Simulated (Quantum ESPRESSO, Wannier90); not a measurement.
## Wannier functions of NbP (I4₁md)

```
begin unit_cell_cart
ang
    0.0000000000   -3.3498500000    0.0000000000
    3.3498500000    0.0000000000    0.0000000000
   -1.6749250000    1.6749250000    5.7401100000
end unit_cell_cart
begin atoms_frac
Nb   0.4998800000  0.4998800000 -0.0002400000
Nb   0.2498800000 -0.2501200000  0.4997600000
P    0.0827500000  0.0827500000  0.1655000000
P   -0.1672500000  0.3327500000 -0.3345000000
end atoms_frac
```

Cell from Materials Project (mp-9339), symmetrised, no further relaxation. Not found in the COD (Crystallography Open Database) copy used, which has the formula in other groups; not checked further. Method: LDA plane waves in Quantum ESPRESSO 7.5 (PseudoDojo norm-conserving files, 66 Ry, no spin polarisation, no spin-orbit coupling), Bloch states on a 6×6×6 mesh through Γ, Wannier90 4.0.1. Density: 10×10×10 mesh, cold smearing 0.01 Ry.

Bands 9-10 form an isolated set from -12.66 to -9.97 eV relative to the Fermi level (on the path) and are turned into 2 Wannier functions by minimising the spread from the start: atomic waves P 3s.

Question: Where do the functions sit, how wide are they and what are they made of?

Answer: 
```csv
functions,spread (Å²),"nearest atom, distance (Å)","second atom, distance (Å)",weight on atomic waves
2,1.81,P 0.00,Nb 2.54,"P 3s 63 %, Nb 4d 19 %, Nb 5s 13 %"
```

Ω_I = 3.60 Å², Ω_total = 3.63 Å²; the interpolated bands follow pw.x to 2.0 meV rms on the path. Only this start was tried; a symmetric start can stop on a saddle, and mixtures of these functions could lower the total by at most Ω_total − Ω_I.
